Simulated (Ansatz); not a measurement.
Hcp Ru (10-10), 4 layers, DFT, r2SCAN, PAW with Ansatz's default frozen-core files, scalar-relativistic (Ansatz 0.2.0), on 1 thread of Intel(R) Xeon(R) Platinum 8375C CPU @ 2.90GHz (Ice Lake) (shared host).

Command: `ansatz run input.yaml --threads 1 --pin off --max-ram 3584MiB --backend cpu --events-out ev --progress --plain --runs-dir out`

```yaml
crystal:
  lattice:
    - [2.7028907935, 0.0, 0.0]
    - [0.0, 4.2643690372, 0.0]
    - [0.0, 0.0, 19.121]
  atoms:
    - { symbol: Ru, position: [0.0, 0.75, 0.4183873892] }
    - { symbol: Ru, position: [0.5, 0.25, 0.4591936949] }
    - { symbol: Ru, position: [0.5, 0.75, 0.5408063051] }
    - { symbol: Ru, position: [0.0, 0.25, 0.5816126108] }
kpoints:
  mp_grid: { grid: [12, 8, 1] }
scf:
  occupations: { method: fermi_dirac, width: 0.05 }
hamiltonian:
  xc: r2scan
  pseudopotentials: { kind: paw }
output:
  forces: true
  stress: true
  eigenvalues: true
  populations: true
efield:
  axis: 3
  amplitude: 0
  dipole_correction: true
```

Question: How large is the problem that the program sets up?

Answer: 35 irreducible k-points, 5591 plane waves at Γ, 39 bands.

Question: About how long does it take, and how much memory?

Answer: 49 s of wall time for 9 SCF iterations, with a peak of 0.87 GiB. Times on shared machines scatter by tens of per cent.
